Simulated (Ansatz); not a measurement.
SiMo$_{3}$ (A15 (Cr3Si type), Pm-3n) under volume change, LDA in the plane-wave PAW code Ansatz, scaled uniformly.

```
V (Å³/atom)  E − E(relaxed) (meV/atom)  P (GPa)
-----------  -------------------------  -------
12.838                           118.1    32.29
13.262                            49.7    19.85
13.685                            11.8     9.14
14.108                             0.0     0.00
14.531                            10.6    -7.78
14.954                            40.1   -14.37
15.378                            85.6   -19.97
```

### Question
What does a third-order Birch–Murnaghan fit give for V₀, B₀ and B′?

### Answer
V₀ = 14.11 Å³/atom, B₀ = 279 GPa, B′ = 4.3.

The cell was relaxed with LDA under the symmetry of its start. No spin polarisation was allowed.

Potentials: the later of the program's two PAW sets.
